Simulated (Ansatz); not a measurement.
Consider the following.

LaZn4:
```cif
data_La4Zn16
_chemical_formula_sum 'La4 Zn16'
_space_group_name_H-M_alt 'Cmcm'
_space_group_IT_number 63
_space_group_name_Hall '-C 2c 2'
_cell_length_a 6.28065
_cell_length_b 10.22113
_cell_length_c 6.02551
_cell_angle_alpha 90.000
_cell_angle_beta 90.000
_cell_angle_gamma 90.000
loop_
_space_group_symop_operation_xyz
  'x, y, z'
  '-x, -y, -z'
  '-x, -y, z+1/2'
  'x, y, -z+1/2'
  'x, -y, -z'
  '-x, y, z'
  '-x, y, -z+1/2'
  'x, -y, z+1/2'
  'x+1/2, y+1/2, z'
  '-x+1/2, -y+1/2, -z'
  '-x+1/2, -y+1/2, z+1/2'
  'x+1/2, y+1/2, -z+1/2'
  'x+1/2, -y+1/2, -z'
  '-x+1/2, y+1/2, z'
  '-x+1/2, y+1/2, -z+1/2'
  'x+1/2, -y+1/2, z+1/2'
loop_
_atom_site_label
_atom_site_type_symbol
_atom_site_symmetry_multiplicity
_atom_site_Wyckoff_symbol
_atom_site_fract_x
_atom_site_fract_y
_atom_site_fract_z
_atom_site_occupancy
La1 La 4 c 0.00000 0.73160 0.25000 1
Zn1 Zn 4 c 0.00000 0.14931 0.25000 1
Zn2 Zn 4 c 0.00000 0.39266 0.25000 1
Zn3 Zn 8 e 0.21494 0.00000 0.00000 1
```
(The calculation used a cell of 10 atoms; values per cell refer to that cell.)

This is the r²SCAN-relaxed structure.

### Question
All from the program Ansatz at the r²SCAN level (PAW), unless another level is named. Predict the formation energy from the elements (no fitted shifts).

### Answer
-0.37 eV/atom.

### Question
Predict the density of states at the Fermi level.

### Answer
0.49 states/eV per atom (mean over ±0.08 eV).

The workflow started from an entry of the Crystallography Open Database (COD, 296 K). Its standing as an ambient phase is unchecked. The cell was relaxed with r²SCAN under the symmetry of its start; its stability against distortions is not shown here. The references are the lowest solids computed at this level, not always the standard phases. Scalar-relativistic: spin–orbit coupling is off unless named, which matters more the heavier the elements.

Potentials: the later of the program's two PAW sets.
